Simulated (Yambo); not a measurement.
G0W0@PBEsol for ZnSO₄ (space group F-43m, No. 216) in Yambo. Reference settings: 2×2×2 Γ-centred k mesh, bands 5 to 171 and a 7 Ry block in the screening, 171 bands in G with the Bruneval-Gonze terminator, plasmon pole fitted at 27.2 eV. The PBEsol gap L → Γ on this mesh is 4.76 eV; G0W0 gaps are taken between the same points.

The settings were changed. The gap went from 8.03 eV to 7.84 eV, and the shift of the valence edge from -1.80 eV to -1.16 eV.

Question: Which change was made?
A) 66 bands in G, no terminator
B) 6 Ry block
C) no terminator
D) 83 bands in W

Answer: A, 66 bands in G, no terminator. The others gave (gap, valence shift): 6 Ry block: 8.00, -1.78 eV; no terminator: 7.95, -1.58 eV; 83 bands in W: 8.16, -1.71 eV.

Geometry of the Materials Project entry, not relaxed at this level; primitive cell a = b = c = 5.4770 Å, α = β = γ = 60.00°.

A shift is the quasiparticle energy of the state minus its PBEsol energy.
